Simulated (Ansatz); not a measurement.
## Levels of theory for In3SbAs2 (ordering on zincblende)

All numbers come from Ansatz. Simulation only: non-magnetic, and no claim that this is the phase found in nature.

The cell is an ordered 6-atom cell of In3SbAs2 on the zincblende lattice (P3m1); cell and atoms were relaxed with r2SCAN. It is trigonal, P3m1 (No. 156); a = 4.428 Å, c = 10.857 Å in the conventional setting, 30.72 Å³ an atom. Around As lie 4 In at 2.64–2.69 Å; around As lie 4 In at 2.65–2.69 Å; around Sb lie 4 In at 2.77–2.83 Å; around In lie 4 As at 2.65–2.69 Å; around In lie 3 As at 2.69 Å and 1 Sb at 2.83 Å; around In lie 1 As at 2.64 Å and 3 Sb at 2.77 Å.

```xyz
6
Lattice="4.4278 0.0000 0.0000 -2.2139 3.8346 0.0000 0.0000 0.0000 10.8567" Properties=species:S:1:pos:R:3 pbc="T T T"
As    0.0000    0.0000    0.0762
As    0.0000    2.5564    3.5539
Sb    2.2139    1.2782    7.2178
In    0.0000    2.5564    0.9016
In    2.2139    1.2782    4.3837
In    0.0000    0.0000    8.2944
```

On this one geometry the levels give:

| level | k mesh | gap (eV) | kind | edges | least direct gap (eV) |
| --- | --- | --- | --- | --- | --- |
| PBE | 6×6×2 | none (overlap 0.02) | – | – | – |
| PBE+SOC | 6×6×2 | 0.07 | indirect | A → Γ–A (0.30) | 0.09 |
| r2SCAN | 6×6×2 | 0 | – | – | – |

All runs use a smearing of 0.02 eV.
Wave cutoffs: 420 eV, 500 eV (r2SCAN).
Points off the special ones are mesh points or PBE's searched band edges, reused at the other levels.

With r2SCAN the gap closes, the bands meeting at Γ. With PBE+SOC the valence top lies at A and the conduction bottom at Γ–A (0.30 of the way from Γ), 0.07 eV higher; the smallest vertical gap, at A, is 0.09 eV. (With 0.02 eV of smearing so small a gap leaves both edges partly filled, and it could close between the points sampled.) Least and direct gap differ so little that the kind isn't settled.

Direct and least gap lie within 0.04 eV at some levels, so the kind of gap isn't settled.

Only the levels marked +SOC include spin-orbit coupling.

Small gaps with spin-orbit coupling can be splittings of inverted bands, not the fundamental gap; semilocal functionals often invert bands that the real crystal keeps in order.
